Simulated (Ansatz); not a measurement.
Here is the system:

ScTaN$_{2}$:
```cif
data_N4Sc2Ta2
_chemical_formula_sum 'Sc2 Ta2 N4'
_space_group_name_H-M_alt 'P 1'
_space_group_IT_number 1
_cell_length_a 3.05789
_cell_length_b 3.05789
_cell_length_c 10.59009
_cell_angle_alpha 90.000
_cell_angle_beta 90.000
_cell_angle_gamma 120.000
loop_
_space_group_symop_operation_xyz
  'x, y, z'
loop_
_atom_site_label
_atom_site_type_symbol
_atom_site_fract_x
_atom_site_fract_y
_atom_site_fract_z
_atom_site_occupancy
Sc1 Sc 0.00000 0.00000 0.50000 1
Sc2 Sc 0.00000 0.00000 0.00000 1
Ta1 Ta 0.66667 0.33333 0.75000 1
Ta2 Ta 0.33333 0.66667 0.25000 1
N1 N 0.66667 0.33333 0.12410 1
N2 N 0.33333 0.66667 0.87590 1
N3 N 0.33333 0.66667 0.62410 1
N4 N 0.66667 0.33333 0.37590 1
```

This is the r²SCAN-relaxed structure.

All from DFT-r²SCAN in the program Ansatz with PAW potentials, unless another level is named. Estimate the electronic character.

no gap, with almost no states at the Fermi level (zero-gap or semimetallic).

What about the HSE06 gap on the r²SCAN cell?

0.17 eV (a hybrid on a coarse mesh can open a false gap in a semimetal).

Next, the formation energy from the elements (no fitted shifts)?

-1.87 eV/atom.

Give the gap with spin–orbit coupling.

none (metallic).

Space group P6_3/mmc. The first step of the workflow began from a Materials Project structure, measured or hypothetical; the Crystallography Open Database copy checked does not list it. Whether it is the stable phase at ambient conditions was not checked. Symmetry was held in the r²SCAN relaxation; whether a distortion lowers the energy is not shown. No spin polarisation was allowed. The references are the lowest solids computed at this level, not always the standard phases (solids in place of the gases). Scalar-relativistic: spin–orbit coupling is off unless named, which matters more the heavier the elements.

Potentials: the later of the program's two PAW sets.
